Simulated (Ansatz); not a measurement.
CaTiN2:
```cif
data_Ca4N8Ti4
_chemical_formula_sum 'Ca4 Ti4 N8'
_space_group_name_H-M_alt 'P 1'
_space_group_IT_number 1
_cell_length_a 6.02533
_cell_length_b 7.36381
_cell_length_c 5.28994
_cell_angle_alpha 90.000
_cell_angle_beta 90.000
_cell_angle_gamma 90.000
loop_
_space_group_symop_operation_xyz
  'x, y, z'
loop_
_atom_site_label
_atom_site_type_symbol
_atom_site_fract_x
_atom_site_fract_y
_atom_site_fract_z
_atom_site_occupancy
Ca1 Ca 0.08716 0.62059 0.97337 1
Ca2 Ca 0.91284 0.37941 0.47337 1
Ca3 Ca 0.58716 0.87941 0.97337 1
Ca4 Ca 0.41284 0.12059 0.47337 1
Ti1 Ti 0.06632 0.12641 0.99832 1
Ti2 Ti 0.93368 0.87359 0.49832 1
Ti3 Ti 0.56632 0.37359 0.99832 1
Ti4 Ti 0.43368 0.62641 0.49832 1
N1 N 0.04482 0.09292 0.35298 1
N2 N 0.95518 0.90708 0.85298 1
N3 N 0.54482 0.40708 0.35298 1
N4 N 0.45518 0.59292 0.85298 1
N5 N 0.11712 0.66042 0.43533 1
N6 N 0.88288 0.33958 0.93533 1
N7 N 0.61712 0.83958 0.43533 1
N8 N 0.38288 0.16042 0.93533 1
```

Relaxed with r²SCAN.

Q: Tabulate the valence density and the electron localisation function along the shortest Ti–N contact (1.90 Å), plane-wave PAW r²SCAN (Ansatz code).

A: 

```tsv
distance from Ti (Å)	density (e/Å³)	ELF
0.19	10.95	0.63
0.28	9.56	0.69
0.38	7.73	0.72
0.47	5.73	0.72
0.57	3.87	0.66
0.66	2.43	0.54
0.76	1.51	0.38
0.85	1.05	0.28
0.95	0.92	0.31
1.04	0.98	0.49
1.14	1.17	0.69
1.23	1.50	0.79
1.33	2.01	0.80
1.42	2.64	0.74
1.52	3.20	0.60
1.61	3.50	0.38
1.71	3.50	0.16
```

The density is the valence pseudo-density with augmentation charge, so density and ELF within about 1 Å of a nucleus are not all-electron values.

Space group Pna2_1. The start of the workflow was typed in or built on a structure type; neither database checked (COD, Materials Project) lists it. COD files the formula under space group No. 31, 59, so this cell is another polymorph or a model. Whether it is the stable phase at ambient conditions was not checked. Symmetry was held in the r²SCAN relaxation; whether a distortion lowers the energy is not shown. The workflow began spin-polarised and lost its moments.

Potentials: the earlier of the program's two PAW sets.
